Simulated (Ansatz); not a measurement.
Relaxation of a relaxed SrTiO3 cell shaken by Gaussian noise of σ = 0.08 Å a coordinate; 10 atoms in the cell, which starts as P1 (No. 1), aP10; a = 5.0212 Å, b = c = 5.5345 Å, α = 120.00°, β = γ = 90.00°. All values below come from r2SCAN (plane waves to 500 eV, PAW, scalar-relativistic; Ansatz, a quantum-chemistry and plane-wave program). Γ-centred k-mesh 5×5×5 on the run's cell (coarser than for final values), Fermi–Dirac smearing 0.05 eV. This is the first round of the run. 

The optimiser's lines from the output (shortened; P is positive under compression):

```
relax step   1: F+E_penalty+E_count = -15545.62010604 eV  Δ(F+E_penalty+E_count) = +0.000e0 eV  max|allowed force component| = 3.373e0 eV/Å  Δτ_max = 0.0000 Å  P = -1.510 GPa  Ω = 133.199 Å³  (10 SCF iters, dr2 threshold 1.00e-7 eV, accepted)
relax step   2: F+E_penalty+E_count = -15546.30486226 eV  Δ(F+E_penalty+E_count) = -6.848e-1 eV  max|allowed force component| = 1.218e0 eV/Å  Δτ_max = 0.1972 Å  P = -1.255 GPa  Ω = 138.676 Å³  (9 SCF iters, dr2 threshold 1.00e-6 eV, accepted)
relax step   3: F+E_penalty+E_count = -15546.65211102 eV  Δ(F+E_penalty+E_count) = -3.472e-1 eV  max|allowed force component| = 7.096e-1 eV/Å  Δτ_max = 0.2000 Å  P = +0.124 GPa  Ω = 135.357 Å³  (9 SCF iters, dr2 threshold 1.00e-6 eV, accepted)
relax step   4: F+E_penalty+E_count = -15546.82698491 eV  Δ(F+E_penalty+E_count) = -1.749e-1 eV  max|allowed force component| = 4.071e-1 eV/Å  Δτ_max = 0.1955 Å  P = +1.067 GPa  Ω = 134.938 Å³  (9 SCF iters, dr2 threshold 1.00e-6 eV, accepted)
relax step   5: F+E_penalty+E_count = -15546.92134871 eV  Δ(F+E_penalty+E_count) = -9.436e-2 eV  max|allowed force component| = 5.313e-1 eV/Å  Δτ_max = 0.1766 Å  P = +0.009 GPa  Ω = 138.840 Å³  (9 SCF iters, dr2 threshold 1.00e-6 eV, accepted)
relax step   6: F+E_penalty+E_count = -15546.96004956 eV  Δ(F+E_penalty+E_count) = -3.870e-2 eV  max|allowed force component| = 4.864e-1 eV/Å  Δτ_max = 0.1274 Å  P = +0.067 GPa  Ω = 142.558 Å³  (8 SCF iters, dr2 threshold 1.00e-6 eV, accepted)
relax step   7: F+E_penalty+E_count = -15547.18080396 eV  Δ(F+E_penalty+E_count) = -2.208e-1 eV  max|allowed force component| = 6.469e-1 eV/Å  Δτ_max = 0.2000 Å  P = +0.121 GPa  Ω = 148.140 Å³  (10 SCF iters, dr2 threshold 1.00e-6 eV, accepted)
relax step   8: F+E_penalty+E_count = -15547.44253810 eV  Δ(F+E_penalty+E_count) = -2.617e-1 eV  max|allowed force component| = 9.190e-1 eV/Å  Δτ_max = 0.1948 Å  P = -0.005 GPa  Ω = 151.971 Å³  (10 SCF iters, dr2 threshold 1.00e-6 eV, accepted)
relax step   9: F+E_penalty+E_count = -15547.68501184 eV  Δ(F+E_penalty+E_count) = -2.425e-1 eV  max|allowed force component| = 4.322e-1 eV/Å  Δτ_max = 0.1921 Å  P = +0.692 GPa  Ω = 155.738 Å³  (9 SCF iters, dr2 threshold 1.00e-6 eV, accepted)
relax step  10: F+E_penalty+E_count = -15547.84065258 eV  Δ(F+E_penalty+E_count) = -1.556e-1 eV  max|allowed force component| = 4.195e-1 eV/Å  Δτ_max = 0.1945 Å  P = -0.440 GPa  Ω = 163.160 Å³  (10 SCF iters, dr2 threshold 1.00e-6 eV, accepted)
relax step  11: F+E_penalty+E_count = -15548.03166174 eV  Δ(F+E_penalty+E_count) = -1.910e-1 eV  max|allowed force component| = 3.634e-1 eV/Å  Δτ_max = 0.2000 Å  P = -0.300 GPa  Ω = 167.671 Å³  (10 SCF iters, dr2 threshold 1.00e-6 eV, accepted)
relax step  12: F+E_penalty+E_count = -15548.11453180 eV  Δ(F+E_penalty+E_count) = -8.287e-2 eV  max|allowed force component| = 6.175e-1 eV/Å  Δτ_max = 0.1916 Å  P = -0.177 GPa  Ω = 172.610 Å³  (9 SCF iters, dr2 threshold 1.00e-6 eV, accepted)
relax step  13: F+E_penalty+E_count = -15548.15441737 eV  Δ(F+E_penalty+E_count) = -3.989e-2 eV  max|allowed force component| = 3.171e-1 eV/Å  Δτ_max = 0.0724 Å  P = +0.336 GPa  Ω = 171.775 Å³  (8 SCF iters, dr2 threshold 1.00e-6 eV, accepted)
relax step  14: F+E_penalty+E_count = -15548.15956541 eV  Δ(F+E_penalty+E_count) = -5.148e-3 eV  max|allowed force component| = 1.044e-1 eV/Å  Δτ_max = 0.0380 Å  P = +0.090 GPa  Ω = 171.289 Å³  (7 SCF iters, dr2 threshold 1.00e-6 eV, accepted)
relax step  15: F+E_penalty+E_count = -15548.16065122 eV  Δ(F+E_penalty+E_count) = -1.086e-3 eV  max|allowed force component| = 9.636e-3 eV/Å  Δτ_max = 0.0087 Å  P = +0.011 GPa  Ω = 171.705 Å³  (6 SCF iters, dr2 threshold 6.82e-7 eV, accepted)
relax step  16: F+E_penalty+E_count = -15548.16068523 eV  Δ(F+E_penalty+E_count) = -3.401e-5 eV  max|allowed force component| = 3.891e-3 eV/Å  Δτ_max = 0.0035 Å  P = -0.005 GPa  Ω = 171.728 Å³  (7 SCF iters, dr2 threshold 5.22e-9 eV, accepted)
relax step  17: F+E_penalty+E_count = -15548.26511886 eV  Δ(F+E_penalty+E_count) = -1.044e-1 eV  max|allowed force component| = 1.976e-2 eV/Å  Δτ_max = 0.0000 Å  P = +0.830 GPa  Ω = 171.728 Å³  stress off target by 1.97e0 GPa  SCF on the basis re-selected at this cell (its energy is not comparable with the rows above)  (11 SCF iters)
relax step  18: F+E_penalty+E_count = -15548.29288438 eV  Δ(F+E_penalty+E_count) = -2.777e-2 eV  max|allowed force component| = 9.967e-2 eV/Å  Δτ_max = 0.0487 Å  P = +0.398 GPa  Ω = 173.165 Å³  (8 SCF iters, dr2 threshold 1.00e-6 eV, accepted)
relax step  19: F+E_penalty+E_count = -15548.29841008 eV  Δ(F+E_penalty+E_count) = -5.526e-3 eV  max|allowed force component| = 2.904e-2 eV/Å  Δτ_max = 0.0313 Å  P = -0.084 GPa  Ω = 174.429 Å³  (7 SCF iters, dr2 threshold 1.00e-6 eV, accepted)
relax step  20: F+E_penalty+E_count = -15548.29896611 eV  Δ(F+E_penalty+E_count) = -5.560e-4 eV  max|allowed force component| = 1.680e-2 eV/Å  Δτ_max = 0.0088 Å  P = -0.008 GPa  Ω = 174.405 Å³  (7 SCF iters, dr2 threshold 6.36e-8 eV, accepted)
relax step  21: F+E_penalty+E_count = -15548.29903418 eV  Δ(F+E_penalty+E_count) = -6.806e-5 eV  max|allowed force component| = 3.687e-3 eV/Å  Δτ_max = 0.0027 Å  P = +0.002 GPa  Ω = 174.371 Å³  (7 SCF iters, dr2 threshold 1.76e-8 eV, accepted)
relax step  22: F+E_penalty+E_count = -15548.30023901 eV  Δ(F+E_penalty+E_count) = -1.205e-3 eV  max|allowed force component| = 3.813e-3 eV/Å  Δτ_max = 0.0000 Å  P = -0.005 GPa  Ω = 174.371 Å³  stress off target by 7.48e-3 GPa  SCF on the basis re-selected at this cell (its energy is not comparable with the rows above)  (8 SCF iters)
```

From the first to the last row the energy changes by -0.27 eV/atom and the volume by +30.9 %. The last row is marked as not comparable with the walk above it, whose basis was carried along; it does compare with step 1, since both stand on a basis selected at the nominal cutoff for their own cell.

Energy and pressure jump between steps 16 and 17 at one geometry, where the plane-wave basis was selected anew. While the cell walks, the set of plane waves is carried along, so its effective cutoff drifts with the strain; re-selecting it at 500 eV moved the energy by -0.010 eV/atom and the pressure by 0.8 GPa. Only step 1 and rows on a re-selected basis compare with each other.

Later rounds, restarted from the end of this one on a renewed k-mesh, logged 2 more steps and released under 1 meV/atom more. The final structure after all rounds: P2₁ (No. 4), mP10; a = 5.525 Å, b = 5.304 Å, c = 6.303 Å, α = γ = 90.00°, β = 109.26°. Between re-selections the logged energies stand on a plane-wave basis carried along with the cell. No spin polarisation in the result.

Of the parent cell (P6₃/mmc (No. 194)): The first start was generated by placing the elements on the sites of a structure type. Materials Project lists a structure of SrTiO3 in the same space group, P6₃/mmc (No. 194); the sites were not compared with it, nor with measured phases. Known forms of SrTiO3 include space group No. 221.

The relaxed structure here is a generated cell of SrTiO3: the first start was made by placing the elements on the sites of a structure type, and the end was not matched to a known phase here, so it may be hypothetical. Known forms of SrTiO3 include space group No. 221.
